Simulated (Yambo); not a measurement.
A G0W0@PBE run in Yambo for a free-standing BN bilayer (symmetry P-3m1, slab cell 16.9 Å high) (12×12×1 Γ-centred k mesh, 60 bands and a 6 Ry block in the screening, 60 bands in G with the Bruneval-Gonze terminator, plasmon pole fitted at 27.2 eV, slab-truncated Coulomb interaction, stochastic integration of W near q = 0) gives these matrix elements, in eV, at the band edges (K → M):

```
state               E0    <Vxc>     <Σx>  <Σc(E0)>      Z
---------------  -----  -------  -------  --------  -----
valence edge     0.000  -16.558  -19.932     2.389  0.813
conduction edge  4.538  -10.477   -5.584    -3.382  0.840
```

Solve the linearised quasiparticle equation for both states, give the gap, and say how exchange and correlation each act on it.

E = E0 + Z(Σx + Σc − Vxc). Valence: 0.000 + 0.813 × (-19.932 + (2.389) − (-16.558)) = -0.80 eV. Conduction: 4.538 + 0.840 × (-5.584 + (-3.382) − (-10.477)) = 5.81 eV. The gap is 6.61 eV, against 4.54 eV in PBE. Replacing Vxc by bare exchange alone would open it by 8.27 eV; correlation takes back 5.77 eV of that, and Z scales what is left. Convergence of the G0W0 settings was not tested. Among the k points computed, the smallest G0W0 gap is 6.46 eV, K → Γ. 

Geometry relaxed with PBE+D3(BJ); primitive cell a = b = 2.507 Å, c = 16.900 Å, α = β = 90.00°, γ = 120.00°.
